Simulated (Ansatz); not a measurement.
## MnCl2 (R-3m): energy against the cell's spin moment

Geometry: a structure as deposited in COD (the entry's cell lengths or inner coordinates differ somewhat from later room-temperature determinations); nothing is relaxed.

Settings: PBEsol, 9×9×9 k mesh, Fermi–Dirac smearing of 0.08 eV. PAW means Ansatz 0.2.0 on its default frozen-core files; LAPW is all-electron LAPW in Ansatz 0.2.0. Site moments are integrated in spheres about the atoms, whose radii differ between the methods.

Input of the first run:

```yaml
crystal:
  lattice:
    - [1.843, 1.0640565461, 5.8233333333]
    - [-1.843, 1.0640565461, 5.8233333333]
    - [0.0, -2.1281130922, 5.8233333333]
  atoms:
    - { symbol: Mn, position: [0.0, 0.0, 0.0], spin: 4.0 }
    - { symbol: Cl, position: [0.25, 0.25, 0.25] }
    - { symbol: Cl, position: [0.75, 0.75, 0.75] }
magnetization:
  spin_polarized: true
kpoints:
  mp_grid: { grid: [9, 9, 9] }
scf:
  occupations: { method: fermi_dirac, width: 0.08 }
  lower_state_search: "off"
hamiltonian:
  xc: pbesol
  pseudopotentials: { kind: paw }
output:
  forces: true
  stress: true
  eigenvalues: true
  populations: true
  dos: { projected: true, de: 0.1, e_range: [-8, 5] }
  write_density: true
  write_potential: true
  elf: true
  volumetric_format: npy
```

Command: `ansatz run input.yaml --threads 2 --pin off --max-ram 6144MiB --backend cpu --events-out ev --progress --plain --runs-dir out`

The input for «total moment held at 4.5 μB» by PAW differs from it in these lines, output keys apart:

```diff
-    - { symbol: Mn, position: [0.0, 0.0, 0.0], spin: 4.0 }
+    - { symbol: Mn, position: [0.0, 0.0, 0.0], spin: 4.5 }
+  initial_magnetization: 4.5
+  spin_locking: { lock_magnetization: hard }
```

The input for «total moment held at 5.5 μB» by LAPW differs from it in these lines, output keys apart:

```diff
-    - { symbol: Mn, position: [0.0, 0.0, 0.0], spin: 4.0 }
+    - { symbol: Mn, position: [0.0, 0.0, 0.0], spin: 5.5 }
+  initial_magnetization: 5.5
+  spin_locking: { lock_magnetization: hard }
-  pseudopotentials: { kind: paw }
+  pseudopotentials: { kind: all_electron, lapw: { basis_error: 0.001 } }
```

Each run fixes M = N↑ − N↓ with two Fermi levels; the holding field B = (E_F↑ − E_F↓)/2μB is the slope of the free energy against M over μB. Energies count from each method's free run. The held moment starts on the atoms that carry the free run's moments.

The free PAW run: Site moments (μB): Mn1 4.40, Cl2 0.11, Cl3 0.11. Cell moment 5.00 μB.

| M (μB/cell) | ΔF PAW (meV/cell) | ΔF LAPW (meV/cell) | B, PAW (T) | largest site moment, PAW (μB) | pressure, PAW (GPa) |
| --- | --- | --- | --- | --- | --- |
| 0.00 | +2742.6 | +2743.3 | – | 0.00 | ? |
| 1.65 | +2191.0 | – | -3936 | 1.59 | -10.9 |
| 3.35 | +1320.4 | – | -12600 | 3.17 | -9.2 |
| 4.50 | +394.1 | – | -14559 | 4.06 | -5.3 |
| 5.50 | +1500.6 | +1501.5 | +55878 | 4.46 | ? |
| 6.25 | +4031.9 | – | +60204 | 4.57 | 6.0 |
| 7.50 | +8649.3 | +8652.3 | +68875 | 4.73 | 13.9 |

Problem. Fill in "pressure, PAW (GPa)" for the row "0.00".

Solution. -14.4.

Problem. Give the missing entry: row "5.50", column "pressure, PAW (GPa)".

Solution. 0.2.

Against an unpolarised PAW run, spin polarisation gains 914.2 meV per atom; the pressure goes from -14.4 to -3.3 GPa, the usual magnetovolume effect: the magnetic state wants the larger volume.

Problem. Check μB·B = dF/dM between M = 1.65 and 3.35 μB with the PAW numbers.

Solution. ΔF/ΔM = -870.6 meV / 1.70 = -512.1 meV per μB, which is -8848 T with μB = 0.05788 meV/T. The mean of the two holding fields is -8268 T. The slope equals the mean of B over the step, so the two agree where B(M) is nearly straight between its ends, and here they lie within a tenth of each other.

Separate runs put a uniform field on the spins (g = 2):

```json
{"field (T)": "500", "M PAW (μB/cell)": "5.000"}
{"field (T)": "1000", "M PAW (μB/cell)": "5.000"}
```

The rows needn't lie on one branch: at M = 0 the run is unmagnetised, so slopes across such rows needn't follow B.

The PAW files were made with PBE; the program remakes their cores once for the run's functional and then keeps them frozen. The Ansatz runs typed with the search for lower states off end where their start leads. None of this fixes the real material's magnetic order: only patterns that fit the cell were computed, at zero temperature, with a functional that can overstate moments.
